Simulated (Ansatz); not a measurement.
input.yaml

```yaml
crystal:
  lattice:
    - [3.4770929272, 0.0, 0.0]
    - [0.0, 3.4770929272, 0.0]
    - [0.0, 0.0, 25.9541858545]
  atoms:
    - { symbol: Li, position: [0.5, 0.5, 0.3275001592] }
    - { symbol: Li, position: [0.0, 0.0, 0.3944853644] }
    - { symbol: Li, position: [0.5, 0.5, 0.4617230206] }
    - { symbol: Li, position: [0.0, 0.0, 0.5294185261] }
    - { symbol: Li, position: [0.5, 0.5, 0.6011143469] }
    - { symbol: B, position: [0.5, 0.5, 0.6827967396] }
basis:
  ecutwfc: 500
kpoints:
  mp_grid: { grid: [8, 8, 1] }
hamiltonian:
  xc: r2scan
scf:
  occupations: { method: gaussian, width: 0.1 }
output:
  forces: true
  eigenvalues: true
  write_density: true
  write_potential: true
  elf: true
  volumetric_format: npy
relax:
  adjacent_minimum: "off"
  f_tol: 0.03
  max_steps: 70
  constraints: [{ sites: [0, 1] }]
efield:
  axis: 3
  dipole_correction: true
  ramp_width: 0.04
```

Command:
```bash
ansatz run input.yaml --threads 1 --pin off --max-ram 3072MiB --backend cpu --events-out ev --progress --plain --runs-dir out
```

Computed with Ansatz 0.2.0, DFT r2SCAN, scalar-relativistic, plane waves, PAW.

From the run's log, abridged:

```
Pseudopotentials: kind: paw
Pseudopotential: Li, paw, valence charge 3, recommended cutoff 500 eV (meta_gga)
Pseudopotential: B, paw, valence charge 3, recommended cutoff 500 eV (meta_gga)
Functional definition: r2SCAN
Crystal: 6 atoms, lattice volume = 313.791 Å³
Basis set: ecut = 500 eV, 7959 PW (Γ), exchange–correlation on 108×108×768 points (64 copies of the dense FFT grid, shifted against one another)
Bands: 15, of which v1, the nominal top of the filled ones, is band 9 counted from 1 (8 counted from 0)
Symmetry: 8 space group operations
Space group: P4mm (ITA 99), of the structure as read, at distance tolerance 6.8e-5 Å
k-points: 15 of 64
Initial density: superposition of atomic densities (neutral atoms: chi_scale 0, normalization atom), corrected by the library's trained network
Initial wavefunctions: pseudopotential atomic-orbital guess
Functional: x = r2scan, c = r2scan; τ floored in thin density (d = 2e-4 eV/Å³)
SCF iter   1: F=—  HF=-1176.435957 eV  |F-HF|=—  |Δ(HF+E_count)|=         —  Δρ=3.09e-3  dr2=1.59e-1  dr2_τ=2.16e-3  ethr=1.77e-3  p=-0.149 e·Å  D=-8.59e-2 V/Å  ΔV_dip=2.23 eV  dr2_dipole=5.10e-2  V_vac-E_F(+/−)=5.06/2.83 eV  ⟨swp⟩=9.1  Hψ=1593  notcnv=0
efield: sawtooth ramp at fractional position 0.9851 (placed from the atoms, in the widest stretch of the axis that holds none; the zero of the levels goes with the place), width 0.0400; the density the first Hamiltonian is built on has a dipole p = -0.149 e·Å; the dipole correction subtracts the counter field D = -8.59e-2 V/Å, which shifts the + side's vacuum level by +2.23 eV against the − side's; the planar-averaged density in the ramp window peaks in size at 1.7e-5 e/Å³
SCF iter   2: F=—  HF=-1176.433712 eV  |F-HF|=—  |Δ(HF+E_count)|=   2.25e-3  Δρ=1.02e-3  dr2=5.99e-3  dr2_τ=3.20e-4  ethr=8.84e-4  p=-0.129 e·Å  D=-7.43e-2 V/Å  ΔV_dip=1.93 eV  dr2_dipole=2.40e-4  V_vac-E_F(+/−)=4.92/2.99 eV  ⟨swp⟩=2.0  Hψ=414  notcnv=0  defer=14
SCF iter   3: F=—  HF=-1176.436642 eV  |F-HF|=—  |Δ(HF+E_count)|=   2.93e-3  Δρ=3.93e-4  dr2=1.96e-3  dr2_τ=5.06e-6  ethr=3.33e-5  p=-0.123 e·Å  D=-7.07e-2 V/Å  ΔV_dip=1.84 eV  dr2_dipole=6.77e-5  V_vac-E_F(+/−)=4.88/3.04 eV  ⟨swp⟩=2.0  Hψ=316  notcnv=0  defer=14
SCF iter   4: F=—  HF=-1176.437128 eV  |F-HF|=—  |Δ(HF+E_count)|=   4.86e-4  Δρ=1.38e-4  dr2=2.06e-4  dr2_τ=9.24e-7  ethr=1.09e-5  p=-0.120 e·Å  D=-6.93e-2 V/Å  ΔV_dip=1.80 eV  dr2_dipole=1.56e-6  V_vac-E_F(+/−)=4.86/3.06 eV  ⟨swp⟩=2.0  Hψ=286  notcnv=0  defer=14
SCF iter   5: F=—  HF=-1176.437242 eV  |F-HF|=—  |Δ(HF+E_count)|=   1.14e-4  Δρ=2.03e-5  dr2=3.40e-6  dr2_τ=2.00e-8  ethr=1.15e-6  p=-0.119 e·Å  D=-6.87e-2 V/Å  ΔV_dip=1.78 eV  dr2_dipole=5.09e-7  V_vac-E_F(+/−)=4.85/3.06 eV  ⟨swp⟩=2.0  Hψ=285  notcnv=0  defer=14
SCF iter   6: F=-1176.437244 eV  HF=-1176.437244 eV  |F-HF|=1.18e-8  |Δ(HF+E_count)|=   2.56e-6  Δρ=5.98e-6  dr2=4.36e-7  dr2_τ=8.69e-10  ethr=1.89e-8  p=-0.119 e·Å  D=-6.87e-2 V/Å  ΔV_dip=1.78 eV  dr2_dipole=3.52e-9  V_vac-E_F(+/−)=4.85/3.06 eV  ⟨swp⟩=14.5  Hψ=1866  notcnv=0
SCF 1 converged in 6 iterations: F = -1176.437244 eV  dr2 = 4.36e-7
relax step   1: F+E_penalty+E_count = -1176.43724433 eV  Δ(F+E_penalty+E_count) = +0.000e0 eV  max|allowed force component| = 4.202e-1 eV/Å  Δτ_max = 0.0000 Å  (6 SCF iters, dr2 threshold 2.25e-5 eV, accepted)
Initial density: handed on by an earlier stage of this run
Initial wavefunctions: those handed on with the density
SCF iter   1: F=—  HF=-1176.464426 eV  |F-HF|=—  |Δ(HF+E_count)|=         —  Δρ=8.25e-4  dr2=4.51e-2  dr2_τ=1.47e-3  ethr=2.48e-4  p=-0.119 e·Å  D=-6.87e-2 V/Å  ΔV_dip=1.78 eV  dr2_dipole=1.98e-2  V_vac-E_F(+/−)=4.81/3.02 eV  ⟨swp⟩=1.0  Hψ=888  notcnv=0  defer=13
efield: sawtooth ramp at fractional position 0.9851 (handed on by an earlier solve), width 0.0400; the density the first Hamiltonian is built on has a dipole p = -0.119 e·Å; the dipole correction subtracts the counter field D = -6.87e-2 V/Å, which shifts the + side's vacuum level by +1.78 eV against the − side's; the planar-averaged density in the ramp window peaks in size at 1.4e-6 e/Å³
SCF iter   2: F=—  HF=-1176.459892 eV  |F-HF|=—  |Δ(HF+E_count)|=   4.53e-3  Δρ=2.91e-4  dr2=2.30e-3  dr2_τ=3.81e-5  ethr=2.48e-4  p=-0.118 e·Å  D=-6.79e-2 V/Å  ΔV_dip=1.76 eV  dr2_dipole=6.51e-4  V_vac-E_F(+/−)=4.82/3.06 eV  ⟨swp⟩=2.0  Hψ=292  notcnv=0  defer=13
SCF iter   3: F=—  HF=-1176.459924 eV  |F-HF|=—  |Δ(HF+E_count)|=   3.20e-5  Δρ=9.33e-5  dr2=1.68e-4  dr2_τ=5.90e-7  ethr=1.28e-5  p=-0.119 e·Å  D=-6.85e-2 V/Å  ΔV_dip=1.78 eV  dr2_dipole=5.68e-6  V_vac-E_F(+/−)=4.84/3.06 eV  ⟨swp⟩=1.4  Hψ=228  notcnv=0  defer=13
SCF iter   4: F=—  HF=-1176.459931 eV  |F-HF|=—  |Δ(HF+E_count)|=   6.78e-6  Δρ=5.29e-5  dr2=2.02e-5  dr2_τ=8.78e-8  ethr=9.31e-7  p=-0.120 e·Å  D=-6.90e-2 V/Å  ΔV_dip=1.79 eV  dr2_dipole=2.07e-9  V_vac-E_F(+/−)=4.85/3.06 eV  ⟨swp⟩=2.0  Hψ=266  notcnv=0  defer=13
SCF iter   5: F=-1176.459939 eV  HF=-1176.459940 eV  |F-HF|=1.31e-6  |Δ(HF+E_count)|=   8.87e-6  Δρ=1.52e-5  dr2=3.13e-6  dr2_τ=7.38e-9  ethr=6.13e-8  p=-0.120 e·Å  D=-6.93e-2 V/Å  ΔV_dip=1.80 eV  dr2_dipole=7.02e-8  V_vac-E_F(+/−)=4.86/3.06 eV  ⟨swp⟩=14.5  Hψ=1952  notcnv=0
SCF 2 converged in 5 iterations: F = -1176.459939 eV  dr2 = 3.13e-6
  Residual-converged pass: ⟨swp⟩=1.3  Hψ=290  notcnv=0  max |occ|·‖R‖ = 7.0e-9 eV (tolerance 1.0e-8 eV) dr2=3.13e-6  dr2_τ=7.38e-9  dr2_onsite=1.12e-8  max |Δocc| = 2.6e-10
relax step   2: F+E_penalty+E_count = -1176.45993861 eV  Δ(F+E_penalty+E_count) = -2.269e-2 eV  max|allowed force component| = 1.415e-1 eV/Å  Δτ_max = 0.0558 Å  (5 SCF iters, dr2 threshold 1.10e-5 eV, accepted)
SCF iter   1: F=—  HF=-1176.474812 eV  |F-HF|=—  |Δ(HF+E_count)|=         —  Δρ=5.75e-4  dr2=1.24e-2  dr2_τ=1.74e-3  ethr=7.98e-5  p=-0.120 e·Å  D=-6.93e-2 V/Å  ΔV_dip=1.80 eV  dr2_dipole=1.81e-3  V_vac-E_F(+/−)=4.83/3.03 eV  ⟨swp⟩=1.0  Hψ=904  notcnv=0  defer=13
efield: sawtooth ramp at fractional position 0.9851 (handed on by an earlier solve), width 0.0400; the density the first Hamiltonian is built on has a dipole p = -0.120 e·Å; the dipole correction subtracts the counter field D = -6.93e-2 V/Å, which shifts the + side's vacuum level by +1.80 eV against the − side's; the planar-averaged density in the ramp window peaks in size at 2.1e-6 e/Å³
SCF iter   2: F=—  HF=-1176.463854 eV  |F-HF|=—  |Δ(HF+E_count)|=   1.10e-2  Δρ=3.20e-4  dr2=1.89e-3  dr2_τ=7.39e-6  ethr=6.90e-5  p=-0.120 e·Å  D=-6.92e-2 V/Å  ΔV_dip=1.80 eV  dr2_dipole=1.47e-4  V_vac-E_F(+/−)=4.84/3.05 eV  ⟨swp⟩=2.0  Hψ=343  notcnv=0  defer=13
SCF iter   3: F=—  HF=-1176.463936 eV  |F-HF|=—  |Δ(HF+E_count)|=   8.20e-5  Δρ=2.41e-4  dr2=2.12e-4  dr2_τ=2.08e-6  ethr=1.05e-5  p=-0.121 e·Å  D=-6.98e-2 V/Å  ΔV_dip=1.81 eV  dr2_dipole=9.34e-6  V_vac-E_F(+/−)=4.86/3.05 eV  ⟨swp⟩=2.0  Hψ=243  notcnv=0  defer=13
SCF iter   4: F=—  HF=-1176.463975 eV  |F-HF|=—  |Δ(HF+E_count)|=   3.97e-5  Δρ=6.90e-5  dr2=4.15e-5  dr2_τ=1.45e-7  ethr=1.18e-6  p=-0.121 e·Å  D=-6.98e-2 V/Å  ΔV_dip=1.81 eV  dr2_dipole=8.10e-6  V_vac-E_F(+/−)=4.86/3.05 eV  ⟨swp⟩=2.0  Hψ=258  notcnv=0  defer=13
SCF iter   5: F=—  HF=-1176.464000 eV  |F-HF|=—  |Δ(HF+E_count)|=   2.51e-5  Δρ=1.66e-5  dr2=4.79e-6  dr2_τ=1.98e-8  ethr=2.30e-7  p=-0.121 e·Å  D=-7.00e-2 V/Å  ΔV_dip=1.82 eV  dr2_dipole=3.40e-8  V_vac-E_F(+/−)=4.86/3.05 eV  ⟨swp⟩=2.0  Hψ=269  notcnv=0  defer=13
SCF iter   6: F=-1176.464001 eV  HF=-1176.464001 eV  |F-HF|=4.67e-9  |Δ(HF+E_count)|=   1.08e-6  Δρ=4.09e-6  dr2=1.13e-7  dr2_τ=2.92e-10  ethr=6.96e-9  p=-0.122 e·Å  D=-7.01e-2 V/Å  ΔV_dip=1.82 eV  dr2_dipole=1.45e-8  V_vac-E_F(+/−)=4.87/3.05 eV  ⟨swp⟩=14.1  Hψ=1901  notcnv=0
SCF 3 converged in 6 iterations: F = -1176.464001 eV  dr2 = 1.13e-7
relax step   3: F+E_penalty+E_count = -1176.46400146 eV  Δ(F+E_penalty+E_count) = -4.063e-3 eV  max|allowed force component| = 1.487e-2 eV/Å  Δτ_max = 0.0746 Å  (6 SCF iters, dr2 threshold 1.25e-6 eV, accepted)
SCF iter   1: F=—  HF=-1176.464001 eV  |F-HF|=—  |Δ(HF+E_count)|=         —  Δρ=4.09e-6  dr2=1.13e-7  dr2_τ=2.91e-10  ethr=6.32e-10  p=-0.122 e·Å  D=-7.01e-2 V/Å  ΔV_dip=1.82 eV  dr2_dipole=1.44e-8  V_vac-E_F(+/−)=4.87/3.05 eV  ⟨swp⟩=1.0  Hψ=810  notcnv=0
efield: sawtooth ramp at fractional position 0.9851 (handed on by an earlier solve), width 0.0400; the density the first Hamiltonian is built on has a dipole p = -0.122 e·Å; the dipole correction subtracts the counter field D = -7.01e-2 V/Å, which shifts the + side's vacuum level by +1.82 eV against the − side's; the planar-averaged density in the ramp window peaks in size at 2.0e-6 e/Å³
SCF iter   2: F=-1176.464002 eV  HF=-1176.464002 eV  |F-HF|=4.05e-9  |Δ(HF+E_count)|=   5.84e-8  Δρ=1.49e-6  dr2=1.76e-8  dr2_τ=9.75e-11  ethr=5.56e-10  p=-0.122 e·Å  D=-7.01e-2 V/Å  ΔV_dip=1.82 eV  dr2_dipole=2.26e-9  V_vac-E_F(+/−)=4.87/3.05 eV  ⟨swp⟩=6.5  Hψ=1161  notcnv=0
SCF 4 converged in 2 iterations: F = -1176.464002 eV  dr2 = 1.76e-8
relax step   4: F+E_penalty+E_count = -1176.46400152 eV  Δ(F+E_penalty+E_count) = -6.719e-8 eV  max|allowed force component| = 1.482e-2 eV/Å  Δτ_max = 0.0000 Å  (2 SCF iters, accepted)
SCF iter   1: F=—  HF=-1176.464002 eV  |F-HF|=—  |Δ(HF+E_count)|=         —  Δρ=1.49e-6  dr2=1.76e-8  dr2_τ=9.75e-11  ethr=9.99e-11  p=-0.122 e·Å  D=-7.01e-2 V/Å  ΔV_dip=1.82 eV  dr2_dipole=2.26e-9  V_vac-E_F(+/−)=4.87/3.05 eV  ⟨swp⟩=1.0  Hψ=1293  notcnv=0
efield: sawtooth ramp at fractional position 0.9851 (kept from the solve that this one continues, or follows in the run), width 0.0400; the density the first Hamiltonian is built on has a dipole p = -0.122 e·Å; the dipole correction subtracts the counter field D = -7.01e-2 V/Å, which shifts the + side's vacuum level by +1.82 eV against the − side's; the planar-averaged density in the ramp window peaks in size at 2.0e-6 e/Å³
SCF iter   2: F=-1176.464002 eV  HF=-1176.464002 eV  |F-HF|=2.79e-9  |Δ(HF+E_count)|=   1.20e-8  Δρ=7.86e-7  dr2=3.80e-9  dr2_τ=1.12e-11  ethr=9.76e-11  p=-0.122 e·Å  D=-7.01e-2 V/Å  ΔV_dip=1.82 eV  dr2_dipole=1.87e-10  V_vac-E_F(+/−)=4.87/3.05 eV  ⟨swp⟩=8.0  Hψ=1086  notcnv=0
SCF 5 converged in 2 iterations: F = -1176.464002 eV  dr2 = 3.80e-9
WARN: The output density's exchange-correlation potential varies sharply where the density is thin. Do not read a vacuum level from v_tot or v_xc, or from such a field of the output density. On a cell that repeats whose density bears no net charge and no dipole along the vacuum's axis use v_es (v_loc + v_h of the components); under efield.dipole_correction with no amplitude use v_es + v_field, which holds any external_charges[].barrier, or the levels of the report's work_function block, which leave it out; under a non-zero efield.amplitude the vacuum is tilted and has no level; on a cell that repeats and bears such a dipole with no correction it is tilted too, and efield.dipole_correction wi ...
SCF converged after 2 iterations
Free energy (F): -1176.464002 eV
Harris-Foulkes:  -1176.464002 eV  (|F-HF|=2.79e-9)
Internal energy: -1176.443724 eV  (E = F + TS)
E sigma→0 (E₀):  -1176.453863 eV
Entropy (-TS):   -0.020278 eV (-3.380 meV/atom)
Fermi energy:    -1.903815 eV
Dipole field:    D = -0.070124 V/Å  (p = -0.121602 e·Å, saw-weighted, corrected)
Work function:   Φ+ = 4.8664 eV   Φ− = 3.0464 eV
Levels:          The Fermi level and band energies are counted from a zero that moves with the ramp; work functions are not
--- Per-component energies (eV) ---
  E_band       = -536.329758
  E_kinetic    = 134.569780
  E_local      = -4202.859996  (includes V_loc(G=0)·N_el)
  E_nonlocal   = -150.563824
  E_hartree    = 1928.511034
  E_xc         = -71.463607
  E_vxc        = -98.724260  (∫ρ·V_xc dr)
  E_paw        = -188.773676  (= ΣΔE_a)
  E_vpaw       = -81.604339  (= ΣTr[D̂ρ^β])
  E_aug_tail   = -0.000498  (compensation charges beyond the density's cutoff)
  E_vtau       = 5.987976  (kinetic-family band-sum trace: ∫τ·v_τ [+ j·A + Jᵃ·Aᵃ] dr)
  E_efield     = 0.004264  (sawtooth field / dipole correction)
  E_vefield    = -0.158102  (∫n·V_field dr)
  E_ewald      = 1374.151242
  E_core_change = -0.018442  (= ΣΔE_core)
  E_smearing   = -0.020278  (= −TS)
--- Forces (eV/Å), atoms counted from 1 ---
  atom   1  Li     0.00000000     0.00000000    -0.07352214
  atom   2  Li     0.00000000     0.00000000     0.06683252
  atom   3  Li     0.00000000     0.00000000    -0.00934963
  atom   4  Li     0.00000000     0.00000000     0.01482395
  atom   5  Li     0.00000000     0.00000000    -0.00092292
  atom   6  B      0.00000000     0.00000000     0.00226039
--- Band table (eV; the first three rows and the last of 15) ---
  k-point 0: bands = ["-50.8359", "-50.1840", "-50.1612", "-50.0623", "-50.0431", "-8.5446", "-5.4689", "-4.5331", "-3.2387", "-2.3014", "-1.0605", "0.7576", "0.7969", "0.7969", "1.6279"]
  k-point 1: bands = ["-50.8357", "-50.1836", "-50.1612", "-50.0617", "-50.0434", "-8.4226", "-5.3078", "-4.3731", "-3.0856", "-2.1716", "-0.9317", "0.1363", "0.8535", "0.9309", "1.7916"]
  k-point 2: bands = ["-50.8352", "-50.1825", "-50.1611", "-50.0602", "-50.0441", "-8.0883", "-4.8238", "-3.8993", "-2.6573", "-1.8277", "-1.2269", "-0.5193", "0.6724", "0.9956", "1.0633"]
  k-point 14: bands = ["-50.8332", "-50.1795", "-50.1598", "-50.0563", "-50.0441", "-6.4905", "-1.9158", "-1.9158", "-1.1871", "-1.1871", "-0.7246", "0.0206", "0.0206", "1.4328", "1.5327"]
--- Relaxed structure (4 steps of the walk, 4 accepted, 0 SCFs on fresh bases) ---
  F+E_penalty+E_count = -1176.46400152 eV   max|allowed force component| = 1.482e-2 eV/Å
  atoms:
    - { symbol: Li, position: [0.49999999, 0.49999999, 0.3275001592] }
    - { symbol: Li, position: [0.0, 0.0, 0.39448536] }
    - { symbol: Li, position: [0.49999999, 0.49999999, 0.46179982] }
    - { symbol: Li, position: [0.0, 0.0, 0.52806481] }
    - { symbol: Li, position: [0.49999999, 0.49999999, 0.60070134] }
    - { symbol: B, position: [0.49999999, 0.49999999, 0.68782105] }
```

The relaxation met its thresholds.